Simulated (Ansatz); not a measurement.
Input and command of a calculation in Ansatz (plane waves; scalar-relativistic PAW potentials unless the input names others):

```yaml
crystal:
  lattice:
    - [0.0, 3.6902641731, 3.6902641731]
    - [3.6902641731, 0.0, 3.6902641731]
    - [3.6902641731, 3.6902641731, 0.0]
  atoms:
    - { symbol: In, position: [0.0, 0.0, 0.0], spin: 0.2 }
    - { symbol: Sb, position: [0.25, 0.25, 0.25], spin: 0.2 }
    - { symbol: Sb, position: [0.75, 0.75, 0.75], spin: 0.2 }
    - { symbol: Sb, position: [0.5, 0.5, 0.5], spin: 0.2 }
basis:
  ecutwfc: 420
kpoints:
  mp_grid: { grid: [10, 10, 10] }
hamiltonian:
  xc: pbe
  dispersion: d3bj
scf:
  occupations: { method: gaussian, width: 0.1 }
output:
  forces: true
  eigenvalues: true
  stress: true
magnetization:
  spin_polarized: true
```

```bash
ansatz run input.yaml --threads 1 --pin off --max-ram 2560MiB --backend cpu --events-out ev --progress --plain --runs-dir out
```

Abridged log:
```
Basis set: ecut = 420 eV, 1989 PW (Γ), exchange–correlation on 72×72×72 points (8 copies of the dense FFT grid, shifted against one another)
Bands: 36, of which v1, the nominal top of the filled ones, is band 29 counted from 1 (28 counted from 0)
Symmetry: 48 space group operations
k-points: 47 of 1000
SCF iter   1: F=—  HF=-25052.539840 eV  |F-HF|=—  |Δ(HF+E_count)|=         —  Δρ=1.42e-2 (↑1.42e-2 ↓1.06e-2) dr2=1.55e-1  dr2_m=1.15e-1  M=0.053 μB ∫|m|=0.053 μB  β_m=0.30  ethr=2.59e-4  ⟨swp⟩=1.0  Hψ=19279  notcnv=0
spin=Collinear: Kerker preconditioning applied to the charge; magnetization (m = ρ↑ − ρ↓) channel mixes plain (no charge-response kernel on spin).
SCF iter   2: F=—  HF=-25052.530538 eV  |F-HF|=—  |Δ(HF+E_count)|=   9.30e-3  Δρ=1.01e-2 (↑1.01e-2 ↓7.98e-3) dr2=9.27e-2  dr2_m=5.76e-2  M=0.039 μB ∫|m|=0.039 μB  β_m=0.30  ethr=2.59e-4  ⟨swp⟩=1.0  Hψ=3384  notcnv=0
SCF iter   3: F=—  HF=-25052.519453 eV  |F-HF|=—  |Δ(HF+E_count)|=   1.11e-2  Δρ=6.30e-3 (↑5.16e-3 ↓6.30e-3) dr2=4.10e-3  dr2_m=2.87e-2  M=0.027 μB ∫|m|=0.027 μB  β_m=0.30  ethr=1.60e-4  ⟨swp⟩=3.0  Hψ=6766  notcnv=0
SCF iter   4: F=—  HF=-25052.518616 eV  |F-HF|=—  |Δ(HF+E_count)|=   8.37e-4  Δρ=4.05e-3 (↑3.87e-3 ↓4.05e-3) dr2=3.52e-4  dr2_m=1.43e-2  M=0.020 μB ∫|m|=0.020 μB  β_m=0.30  ethr=7.06e-6  ⟨swp⟩=2.1  Hψ=4530  notcnv=0
SCF iter   5: F=—  HF=-25052.519681 eV  |F-HF|=—  |Δ(HF+E_count)|=   1.07e-3  Δρ=2.83e-3 (↑2.83e-3 ↓2.75e-3) dr2=1.12e-4  dr2_m=7.14e-3  M=0.015 μB ∫|m|=0.015 μB  β_m=0.30  ethr=6.06e-7  ⟨swp⟩=2.0  Hψ=4218  notcnv=0
SCF iter   6: F=—  HF=-25052.520401 eV  |F-HF|=—  |Δ(HF+E_count)|=   7.20e-4  Δρ=1.97e-3 (↑1.97e-3 ↓1.96e-3) dr2=2.48e-6  dr2_m=3.56e-3  M=0.011 μB ∫|m|=0.011 μB  β_m=0.30  ethr=1.92e-7  ⟨swp⟩=2.0  Hψ=4274  notcnv=0
SCF iter   7: F=—  HF=-25052.520743 eV  |F-HF|=—  |Δ(HF+E_count)|=   3.42e-4  Δρ=1.39e-3 (↑1.39e-3 ↓1.39e-3) dr2=1.55e-6  dr2_m=1.77e-3  M=0.008 μB ∫|m|=0.008 μB  β_m=0.30  ethr=4.27e-9  ⟨swp⟩=2.0  Hψ=5174  notcnv=0
Mixer restart at iter 7: flushing history
spin-set hold released at iteration 7 (site moments contracting): the magnetisation degrees of freedom join the quasi-Newton model from the next iteration; the mixer history was flushed
SCF iter   8: F=—  HF=-25052.520918 eV  |F-HF|=—  |Δ(HF+E_count)|=   1.75e-4  Δρ=9.83e-4 (↑9.78e-4 ↓9.83e-4) dr2=1.05e-6  dr2_m=8.85e-4  M=0.006 μB ∫|m|=0.006 μB  β_m=0.65  ethr=2.67e-9  ⟨swp⟩=2.5  Hψ=5220  notcnv=0
SCF iter   9: F=—  HF=-25052.521104 eV  |F-HF|=—  |Δ(HF+E_count)|=   1.86e-4  Δρ=1.53e-5 (↑1.53e-5 ↓1.41e-5) dr2=7.28e-8  dr2_m=1.81e-7  M=0.001 μB ∫|m|=0.001 μB  β_m=0.82  ethr=1.81e-9  ⟨swp⟩=2.0  Hψ=6151  notcnv=0
SCF iter  10: F=—  HF=-25052.521104 eV  |F-HF|=—  |Δ(HF+E_count)|=   4.51e-7  Δρ=5.31e-6 (↑5.31e-6 ↓4.76e-6) dr2=1.61e-8  dr2_m=1.98e-8  M=0.000 μB ∫|m|=0.000 μB  β_m=0.91  ethr=1.26e-10  ⟨swp⟩=4.5  Hψ=10498  notcnv=0
SCF iter  11: F=—  HF=-25052.521104 eV  |F-HF|=—  |Δ(HF+E_count)|=   6.96e-8  Δρ=6.96e-7 (↑6.96e-7 ↓5.90e-7) dr2=1.05e-9  dr2_m=1.59e-10  M=0.000 μB ∫|m|=0.000 μB  β_m=0.96  ethr=2.78e-11  ⟨swp⟩=4.4  Hψ=10547  notcnv=0
SCF iter  12: F=-25052.521104 eV  HF=-25052.521104 eV  |F-HF|=4.37e-11  |Δ(HF+E_count)|=   1.07e-9  Δρ=1.64e-7 (↑1.64e-7 ↓1.52e-7) dr2=1.08e-10  dr2_m=5.53e-12  M= 0.000 μB ∫|m|=0.000 μB  ethr=1.82e-12  ⟨swp⟩=2.8  Hψ=6972  notcnv=0
SCF 1 converged in 12 iterations: F = -25052.521104 eV  dr2 = 1.08e-10
the search or the solves at the SCF's close seem to have found levels that the self-consistency loop had missed (the run counts 1). By its estimate they hold under 1e-12 electrons; where the run keeps them, the occupations were computed again with them
WARN: the starting moments were not kept: the SCF closed with an absolute magnetisation of 4.6e-6 μB, where they sum to 0.8 μB in size (4 sites). That is at most 0.1 of that sum. Measured as dr2_m measures the in/out step, that magnetisation stands 7.8e-13 eV from none, at or under the dr2_threshold of 1.0e-7 eV: it is no larger than a step whose dr2_m would equal this threshold. The system may hold no moment; this SCF shows only that its start led to no more than that. To try another start: raise the starting moments (crystal.atoms[].spin, magnetization.per_species, magnetization.initial_magn ...
SCF converged after 12 iterations
Magnetization:  0.0000 μB (29.0000 up, 29.0000 down)
Absolute magnetization: 0.0000 μB (∫|ρ↑−ρ↓|, with the PAW one-centre terms)
Spin contamination: 0.0000 ħ² per cell (⟨S²⟩ above its minimum at these occupations)
Per-site moments (μB) at R_I (Å): [(3.74782265e-7, 1.31829328), (-1.04601142e-6, 1.31829328), (-1.04601142e-6, 1.31829328), (6.58205920e-7, 1.31829328)]
Free energy (F): -25052.521104 eV
Harris-Foulkes:  -25052.521104 eV  (|F-HF|=4.37e-11)
Internal energy: -25052.513510 eV  (E = F + TS)
E sigma→0 (E₀):  -25052.517307 eV
Entropy (-TS):   -0.007594 eV (-1.898 meV/atom)
Fermi energy:    12.260497 eV
  E_disp       = -2.016517  (pairwise vdW)
--- Forces (eV/Å), atoms counted from 1 ---
  atom   1  In     0.00000000     0.00000000     0.00000000
  atom   2  Sb     0.00000000     0.00000000     0.00000000
  atom   3  Sb     0.00000000     0.00000000     0.00000000
  atom   4  Sb     0.00000000     0.00000000     0.00000000
--- Stress (GPa, compression-positive) ---
        1.964188       0.000000       0.000000
        0.000000       1.964188       0.000000
        0.000000       0.000000       1.964188
  P = ⅓ Tr σ = 1.9642 GPa (19.642 kbar)
```

Apart from outputs and empty bands, the input differs from a reference run on usual settings in magnetization: not typed → {"spin_polarized": true} (small starting moments). The reference, at the same geometry (not necessarily relaxed), gave pressure 1.96 GPa, largest force 0.000 eV/Å, no gap on the mesh. This run converged in 12 SCF iterations (reference: 6) with an energy at zero smearing within 0.01 meV/atom of the reference's, pressure 1.96 GPa, largest force 0.000 eV/Å, no gap on the mesh.

It took 71 s on 1 thread of AMD EPYC 7571 (shared host), peak memory 0.59 GiB.